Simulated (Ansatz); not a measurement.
CoMo:
```xyz
2
Lattice="0.0000 2.4103 2.4103 2.4103 0.0000 2.4103 2.4103 2.4103 0.0000" Properties=species:S:1:pos:R:3 pbc="T T T"
Co     0.0000     0.0000     0.0000
Mo     2.4103     2.4103     2.4103
```
The run is spin-polarised; directions of the spins, atom by atom: 0 0.

Relaxed with r²SCAN.

Task: Give the Bader charges and basin volumes of the independent atoms, r²SCAN in the plane-wave PAW code Ansatz.

Result: 

| atom | Bader charge (e) | Bader volume (Å³) |
|---|---|---|
| Co1 | -0.66 | 13.4 |
| Mo2 | +0.66 | 14.6 |

Space group Fm-3m (rock salt). The start of the workflow was typed in or built on a structure type; neither database checked (COD, Materials Project) lists it. Whether it is the stable phase at ambient conditions was not checked. The r²SCAN relaxation kept the symmetry of its start; whether a distortion lowers the energy is not shown. The final state is ferromagnetic, the only order run, not a proven ground state. Its formation energy is positive at this level, so the cell may be metastable or incomplete. Other orbital occupations within this spin state were not tried.

Potentials: the later of the program's two PAW sets.
